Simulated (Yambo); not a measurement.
A G0W0@LDA run in Yambo for CsHF$_{2}$ (space group I4/mcm, No. 140) (2×2×2 Γ-centred k mesh, 207 bands and a 7 Ry block in the screening, 207 bands in G with the Bruneval-Gonze terminator, plasmon pole fitted at 27.2 eV) gives these matrix elements, in eV, at the band edges (Γ → Γ):

```
state               E0    <Vxc>     <Σx>  <Σc(E0)>      Z
---------------  -----  -------  -------  --------  -----
valence edge     0.000  -21.485  -28.961     4.430  0.814
conduction edge  6.300   -8.037   -3.607    -2.840  0.895
```

Question: Solve the linearised quasiparticle equation for both states, give the gap, and say how exchange and correlation each act on it.

Answer: E = E0 + Z(Σx + Σc − Vxc). Valence: 0.000 + 0.814 × (-28.961 + (4.430) − (-21.485)) = -2.48 eV. Conduction: 6.300 + 0.895 × (-3.607 + (-2.840) − (-8.037)) = 7.72 eV. The gap is 10.20 eV, against 6.30 eV in LDA. Replacing Vxc by bare exchange alone would open it by 11.90 eV; correlation takes back 7.27 eV of that, and Z scales what is left. Nearest settings tried, and what they do to the gap: 161 bands in W, 161 bands in G: +21 meV; 6 Ry block (265 vectors against 315): +6 meV; 1×1×1 mesh: -259 meV. So the settings aren't converged at that level. The k mesh is coarse. 

Geometry of the Materials Project entry, not relaxed at this level; primitive cell a = b = c = 5.814 Å, α = β = 116.57°, γ = 96.04°.

The structure is a Materials Project entry; no match was found in the copy of COD used, and its stability was not checked.
